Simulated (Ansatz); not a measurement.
CaC$_{2}$:
```xyz
3
Lattice="2.7452 2.7303 0.0000 -2.7452 2.7303 0.0000 -2.5128 0.0000 3.1890" Properties=species:S:1:pos:R:3 pbc="T T T"
Ca     0.0000     0.0000     0.0000
C      0.0915     2.7303     0.6191
C     -2.6043     2.7303     2.5699
```

Relaxed with r²SCAN. Special points in fractions of this cell's reciprocal vectors: Γ (0.000, 0.000, 0.000); A (0.000, 0.000, 0.500); I2 (0.315, 0.315, 0.500); I (-0.315, 0.685, 0.500); M2 (-0.500, 0.500, 0.500); Y (0.500, 0.500, 0.000); L2 (0.000, 0.500, 0.500); V2 (0.000, 0.500, 0.000).

Problem. List the band energies nearest the valence-band maximum at these points for the program Ansatz at the r²SCAN level (PAW).

Solution. In eV from the valence-band maximum; about four levels below and three above (degenerate sets whole), none deeper than 8.9 eV; points with the same levels are listed once.

```csv
k,below,above
Γ,-2.62 -2.49 -0.84 -0.80,3.55 3.72 5.16
A,-4.72 -1.50 -1.49 -0.01,3.82 6.25 6.98
I2,-3.89 -2.40 -2.03 -0.63,3.39 6.58 6.83
M2,-3.29 -2.61 -1.46 -1.06,1.73 6.46 7.18
Y,-3.34 -2.63 -1.41 -1.03,1.81 6.49 7.15
L2,-4.31 -2.52 -1.70 -0.88,5.67 6.35 6.79
V2,-4.50 -2.13 -1.63 -0.68,5.10 6.46 6.64
```

Space group C2/m. The first step of the workflow began from a Materials Project structure, measured or hypothetical; the Crystallography Open Database copy checked does not list it. COD files the formula under space group No. 2. Whether it is the stable phase at ambient conditions was not checked. The cell was relaxed with r²SCAN under the symmetry of its start; whether a distortion lowers the energy is not shown.

Potentials: the later of the program's two PAW sets.
